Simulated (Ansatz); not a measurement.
**Zincblende alloy of GaAs and GaSb (4 of 32 As sites exchanged), 64 atoms**

Ansatz, PAW, plane waves. PBEsol relaxation of volume and atoms (shape held) at the single k point (¼, ¼, ¼) without its symmetry partners; single points on the relaxed atoms at the single k point (¼, ¼, ¼) without its symmetry partners, onto which points of the small cell's zone fold. Arrangement: clustered. No spin–orbit coupling unless named.

Relaxed structure:

```
Ga As Sb
1.0
    11.43283    0.00000    0.00000
     0.00000   11.43283    0.00000
     0.00000    0.00000   11.43283
Ga As Sb
32 28 4
Cartesian
  0.0026 0.0068 11.4089
  11.4293 0.0066 5.7418
  11.4306 5.7222 11.4327
  11.4299 5.7218 5.7188
  5.7147 0.0067 11.2754
  5.7141 0.0062 5.8813
  5.7155 5.7269 11.4087
  5.7147 5.7213 5.7415
  2.8543 2.8690 0.0000
  2.7590 2.9579 5.8114
  2.7632 8.4879 11.3410
  2.8546 8.5788 5.7227
  8.6662 2.9579 11.3373
  8.5738 2.8656 5.7198
  8.5774 8.5789 0.0001
  8.6660 8.4840 5.8113
  2.6973 0.0073 2.8599
  2.8315 0.0070 8.5797
  2.8317 5.7272 2.8594
  2.8555 5.7224 8.5757
  8.7366 0.0054 2.8590
  8.5973 0.0068 8.5750
  8.5975 5.7210 2.8602
  8.5740 5.7218 8.5739
  11.4295 2.8894 2.8605
  11.4294 2.8663 8.5745
  0.0025 8.5567 2.8599
  11.4304 8.5797 8.5758
  5.7137 3.0285 2.8585
  5.7147 2.8892 8.5749
  5.7154 8.4218 2.8597
  5.7148 8.5570 8.5802
  1.3783 1.4618 1.4056
  1.4010 1.4372 7.1718
  1.4033 7.1283 1.4229
  1.4233 7.1480 7.1501
  7.1698 1.4619 7.1938
  7.1703 7.1027 1.4056
  7.1447 7.1264 7.1718
  4.2590 4.3470 1.4034
  4.2805 4.3157 7.1687
  4.2590 9.9839 7.1994
  10.0242 4.3156 1.4255
  10.0028 4.2949 7.1472
  10.0551 9.9837 1.4037
  10.0240 10.0052 7.1691
  4.2601 1.4616 9.9568
  4.2604 7.1038 4.3144
  4.2783 7.1283 9.9813
  10.0478 1.4620 4.3152
  10.0271 1.4374 9.9795
  10.0271 7.1266 4.2903
  10.0044 7.1480 10.0013
  1.4021 4.3192 4.2902
  1.4239 4.2963 10.0013
  1.3793 9.9851 4.3149
  1.4039 10.0028 9.9812
  7.1702 4.3395 4.3151
  7.1459 4.3187 9.9790
  7.1700 9.9850 9.9571
  7.1850 1.4764 1.3921
  4.2443 9.9689 1.3898
  4.2469 1.4770 4.3299
  7.1846 9.9715 4.3299
```

Task: What are the mean bond lengths by pair (pairs within 1.2 times the sum of covalent radii, less contacts 15 % beyond the pair's median; cation–cation pairs of compounds aside; long ionic contacts are cut short by that bound)?

Result: As–Ga 2.460 ± 0.011 Å (standard deviation, 112 bonds); Ga–Sb 2.587 ± 0.011 Å (standard deviation, 16 bonds).

Task: What gap lies between the top filled and the lowest empty level in the single points?

Result: r²SCAN 1.51 eV (14 s on NVIDIA H100). Away from Γ this isn't the crystal's band gap.
